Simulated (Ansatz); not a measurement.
Zr₂C in space group P4/nmm (No. 129; Zr on 2a, Zr on 2c, C on 2c) at seven volumes, DFT-PBEsol in the program Ansatz with PAW potentials, shape and atoms relaxed at each. One row is withheld.

```
V (Å³/atom)  P (GPa)
-----------  -------
13.581         19.45
14.029         11.92
14.477          5.48
14.925          0.00
15.372             ?
15.820         -8.74
16.268        -12.18
```

Question: Fit the shown pressures and predict the withheld one.

Answer: Third-order Birch–Murnaghan: P = (3/2)B₀(x^(7/2) − x^(5/2))[1 + (3/4)(B′ − 4)(x − 1)] with x = (V₀/V)^(2/3). Least squares on the six rows gives V₀ = 14.924 Å³/atom, B₀ = 169.2 GPa, B′ = 4.19. At V = 15.372, x = 0.9805 and P = -4.70 GPa. The run itself gave -4.71 GPa.

The cell is a constructed one: a structure type filled with these elements; neither database checked (COD, Materials Project) lists it. Its standing as an ambient phase is unchecked. The cell was relaxed with PBEsol under the symmetry of its start; its stability against distortions is not shown here. No spin polarisation was allowed.

Potentials: the later of the program's two PAW sets.
